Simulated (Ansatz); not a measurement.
Zr₃N₄ (space group I-43d)

```cif
data_N8Zr6
_chemical_formula_sum 'Zr6 N8'
_space_group_name_H-M_alt 'P 1'
_space_group_IT_number 1
_cell_length_a 5.87387
_cell_length_b 5.87387
_cell_length_c 5.87387
_cell_angle_alpha 109.471
_cell_angle_beta 109.471
_cell_angle_gamma 109.471
loop_
_space_group_symop_operation_xyz
  'x, y, z'
loop_
_atom_site_label
_atom_site_type_symbol
_atom_site_fract_x
_atom_site_fract_y
_atom_site_fract_z
_atom_site_occupancy
Zr1 Zr 0.87500 0.12500 0.75000 1
Zr2 Zr 0.62500 0.37500 0.25000 1
Zr3 Zr 0.75000 0.87500 0.12500 1
Zr4 Zr 0.25000 0.62500 0.37500 1
Zr5 Zr 0.12500 0.75000 0.87500 1
Zr6 Zr 0.37500 0.25000 0.62500 1
N1 N 0.63394 0.63394 0.63394 1
N2 N 0.36606 0.50000 0.00000 1
N3 N 0.50000 0.00000 0.86606 1
N4 N 0.00000 0.36606 0.50000 1
N5 N 0.86606 0.50000 0.00000 1
N6 N 0.13394 0.13394 0.13394 1
N7 N 0.00000 0.86606 0.50000 1
N8 N 0.50000 0.00000 0.36606 1
```

Equation-of-state scan: isotropic scaling of the cell above, V₀ being its volume. The atoms relax within the cell's symmetry.

All values below come from PBE (plane waves to 420 eV, PAW, scalar-relativistic; Ansatz, a first-principles code). k mesh 6×6×6 (Γ-centred), Fermi-Dirac smearing 0.05 eV. Energies are smeared free energies. Stress and pressure are positive under compression. Zr3N4 is run without spin polarisation. Zr3N4 was relaxed with its symmetry unable to fall. ΔE is measured from the relaxed starting cell.

Question: Estimate the ΔE (eV/atom) and P (GPa) for V/V₀ = 0.900, 0.925, 0.950, 0.975, 1.025, 1.050, 1.075, 1.100.

Answer: 
| V/V₀ | ΔE (eV/atom) | P (GPa) |
|---|---|---|
| 0.900 | 0.0916 | 29.9 |
| 0.925 | 0.0481 | 20.4 |
| 0.950 | 0.0198 | 12.2 |
| 0.975 | 0.0046 | 5.5 |
| 1.025 | 0.0037 | -4.0 |
| 1.050 | 0.0135 | -7.1 |
| 1.075 | 0.0277 | -9.3 |
| 1.100 | 0.0448 | -10.7 |

(Under strain, the slope of the energy per volume gives the stress and its curvature an elastic modulus.)
